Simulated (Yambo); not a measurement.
Absorption of Na₃MoO₃F₃ (space group R3, No. 146) with and without the electron-hole interaction (Yambo, PBEsol bands; 4×4×4 mesh, 18 valence and 7 conduction bands, static screening with 88 bands and a 3 Ry block, scissor 3.16 eV, Tamm-Dancoff; field along x). Axes are Cartesian, with cell vectors (Å) (2.78, 1.61, 4.84), (-2.78, 1.61, 4.84), (0.00, -3.21, 4.84).

| E (eV) | Im ε, BSE | Im ε, independent quasiparticles |
|---|---|---|
| 2.95 | 0.02 | 0.02 |
| 3.05 | 0.02 | 0.02 |
| 3.15 | 0.02 | 0.02 |
| 3.25 | 0.02 | 0.03 |
| 3.35 | 0.02 | 0.03 |
| 3.45 | 0.02 | 0.03 |
| 3.55 | 0.02 | 0.03 |
| 3.65 | 0.03 | 0.03 |
| 3.75 | 0.03 | 0.03 |
| 3.85 | 0.03 | 0.03 |
| 3.95 | 0.03 | 0.03 |
| 4.05 | 0.04 | 0.03 |
| 4.15 | 0.04 | 0.04 |
| 4.25 | 0.04 | 0.04 |
| 4.35 | 0.04 | 0.04 |
| 4.45 | 0.05 | 0.04 |
| 4.55 | 0.05 | 0.04 |
| 4.65 | 0.06 | 0.05 |
| 4.75 | 0.07 | 0.05 |
| 4.85 | 0.09 | 0.05 |
| 4.95 | 0.11 | 0.06 |
| 5.05 | 0.13 | 0.06 |
| 5.15 | 0.17 | 0.06 |
| 5.25 | 0.26 | 0.07 |
| 5.35 | 0.44 | 0.07 |
| 5.45 | 0.53 | 0.08 |
| 5.55 | 0.41 | 0.08 |
| 5.65 | 0.33 | 0.09 |
| 5.75 | 0.29 | 0.10 |
| 5.85 | 0.26 | 0.11 |
| 5.95 | 0.26 | 0.12 |
| 6.05 | 0.31 | 0.13 |
| 6.15 | 0.38 | 0.14 |
| 6.25 | 0.49 | 0.16 |
| 6.35 | 0.64 | 0.18 |
| 6.45 | 0.85 | 0.20 |
| 6.55 | 1.18 | 0.23 |
| 6.65 | 1.42 | 0.27 |
| 6.75 | 1.45 | 0.32 |
| 6.85 | 1.29 | 0.39 |
| 6.95 | 0.96 | 0.48 |
| 7.05 | 0.66 | 0.62 |
| 7.15 | 0.51 | 0.83 |
| 7.25 | 0.50 | 1.19 |
| 7.35 | 0.58 | 1.85 |
| 7.45 | 0.71 | 3.01 |
| 7.55 | 0.82 | 4.76 |
| 7.65 | 0.87 | 6.64 |
| 7.75 | 0.87 | 7.85 |
| 7.85 | 0.78 | 7.92 |
| 7.95 | 0.70 | 6.67 |
| 8.05 | 0.67 | 4.57 |
| 8.15 | 0.66 | 2.83 |
| 8.25 | 0.65 | 1.98 |
| 8.35 | 0.70 | 1.73 |
| 8.45 | 0.79 | 1.81 |
| 8.55 | 0.78 | 2.09 |
| 8.65 | 0.71 | 2.47 |
| 8.75 | 0.73 | 2.86 |
| 8.85 | 0.83 | 3.34 |
| 8.95 | 0.83 | 3.72 |
| 9.05 | 0.84 | 3.69 |
| 9.15 | 1.03 | 3.31 |
| 9.25 | 1.47 | 2.89 |
| 9.35 | 2.11 | 2.52 |
| 9.45 | 3.19 | 2.25 |
| 9.55 | 4.00 | 1.91 |
| 9.65 | 3.39 | 1.53 |
| 9.75 | 2.76 | 1.18 |
| 9.85 | 2.67 | 0.89 |

The scissor comes from a G0W0 run whose convergence isn't established. Broadening 0.15 eV. The band window holds all transitions up to 13.4 eV. Fine structure above the onset can come from the mesh.

Spin-orbit splittings are left out.

Geometry of the Materials Project entry, not relaxed at this level; primitive cell a = b = c = 5.8061 Å, α = β = γ = 57.29°.
